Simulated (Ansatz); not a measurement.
VBiO4:
```
VBiO4
1.0
   -3.65169     3.65169     3.22076
    3.65169    -3.65169     3.22076
    3.65169     3.65169    -3.22076
V Bi O
2 2 8
Direct
  0.25000   0.75000   0.50000
  0.50000   0.50000   0.00000
  0.00000   0.00000   0.00000
  0.75000   0.25000   0.50000
  0.66910   0.48804   0.81894
  0.23804   0.91910   0.31894
  0.66910   0.85015   0.18106
  0.60015   0.91910   0.68106
  0.08090   0.39985   0.31894
  0.51196   0.33090   0.18106
  0.08090   0.76196   0.68106
  0.14985   0.33090   0.81894
```

Relaxed with r²SCAN.

Q: Give the Bader charges and basin volumes of the independent atoms, r²SCAN (plane waves, PAW; program Ansatz).

A: 

```csv
atom,Bader charge (e),Bader volume (Å³)
V1,+2.25,7.6
Bi3,+2.16,16.2
O5,-1.10,15.5
```

Space group I4_1/amd. The first step of the workflow began from a Materials Project structure, measured or hypothetical; the Crystallography Open Database files this formula in space group No. 141, but the cells were not matched. It is not the phase usual at ambient conditions (space group No. 88). Symmetry was held in the r²SCAN relaxation; whether a distortion lowers the energy is not shown. No spin polarisation was allowed. No Hubbard U is applied. Spin–orbit coupling is left out wherever it is not named.

Potentials: the later of the program's two PAW sets.
